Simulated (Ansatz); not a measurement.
HfGeO₃:
```xyz
5
Lattice="3.9959 0.0000 0.0000 0.0000 3.9959 0.0000 0.0000 0.0000 4.2459" Properties=species:S:1:pos:R:3 pbc="T T T"
Hf     1.9980     1.9980     2.4164
Ge     0.0000     0.0000     0.8065
O      0.0000     1.9980     1.9331
O      1.9980     0.0000     1.9331
O      1.9980     1.9980     0.0874
```

x, y and z are the axes in which the lattice vectors are written.

Question: Give the high-frequency dielectric tensor and the Born effective charge tensors of the independent atoms from DFPT, the program Ansatz at the PBEsol level (PAW).

Answer: 
ε∞:
```
6.29  0.00  0.00
0.00  6.29  0.00
0.00  0.00  5.39
```
Z* of atom 1 (Hf), rows: field, columns: displacement, in e:
```
4.83  0.00  0.00
0.00  4.83  0.00
0.00  0.00  5.70
```
Z* of atom 2 (Ge), rows: field, columns: displacement, in e:
```
4.37  0.00  0.00
0.00  4.37  0.00
0.00  0.00  1.92
```
Z* of atom 3 (O), rows: field, columns: displacement, in e:
```
-3.90   0.00   0.00
 0.00  -3.24   0.00
 0.00   0.00  -1.67
```
Z* of atom 5 (O), rows: field, columns: displacement, in e:
```
-2.05   0.00   0.00
 0.00  -2.05   0.00
 0.00   0.00  -4.29
```

Space group P4mm. The start of the workflow was typed in or built on a structure type; neither database checked (COD, Materials Project) lists it. Whether it is the stable phase at ambient conditions was not checked. The cell was relaxed with PBEsol under the symmetry of its start; whether a distortion lowers the energy is not shown. The run is not spin-polarised. Scalar-relativistic: spin–orbit coupling is off unless named, which matters more the heavier the elements.

Potentials: the later of the program's two PAW sets.
